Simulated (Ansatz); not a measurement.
Rb2NaRhF6:
```xyz
10
Lattice="0.0000 4.2341 4.2341 4.2341 0.0000 4.2341 4.2341 4.2341 0.0000" Properties=species:S:1:pos:R:3 pbc="T T T"
Rb     6.3512     6.3512     6.3512
Rb     2.1171     2.1171     2.1171
Na     4.2341     4.2341     4.2341
Rh     0.0000     0.0000     0.0000
F      1.9874     4.2341     4.2341
F      6.4808     4.2341     4.2341
F      4.2341     1.9874     4.2341
F      4.2341     6.4808     4.2341
F      4.2341     4.2341     1.9874
F      4.2341     4.2341     6.4808
```

Relaxed with r²SCAN. Special points in fractions of this cell's reciprocal vectors: Γ (0.000, 0.000, 0.000); X (0.500, 0.000, 0.500); U (0.625, 0.250, 0.625); K (0.375, 0.375, 0.750); L (0.500, 0.500, 0.500); W (0.500, 0.250, 0.750).

Question: List the band energies nearest the valence-band maximum at these points for DFT-r²SCAN with spin–orbit coupling in the program Ansatz with PAW potentials.

Answer: In eV from the valence-band maximum; about four levels below and three above (degenerate sets whole), none deeper than 8.9 eV; points with the same levels are listed once.

```tsv
k	below	above
Γ	-0.35 -0.35 -0.35 -0.35 -0.12 -0.12	2.91 2.91 2.91 2.91
X	-0.19 -0.19 0.00 0.00	2.50 2.50 2.92 2.92
U	-0.22 -0.22 -0.02 -0.02	2.60 2.60 2.88 2.88
L	-0.27 -0.27 -0.05 -0.05	2.82 2.82 2.83 2.83
W	-0.24 -0.24 -0.02 -0.02	2.61 2.61 2.86 2.86
```

Space group Fm-3m. The workflow started from a Materials Project entry (that database holds measured and hypothetical structures alike); the Crystallography Open Database files this formula in space group No. 225, but the cells were not matched. Whether it is the stable phase at ambient conditions was not checked. Symmetry was held in the r²SCAN relaxation; whether a distortion lowers the energy is not shown. The run is not spin-polarised.

Potentials: the later of the program's two PAW sets.
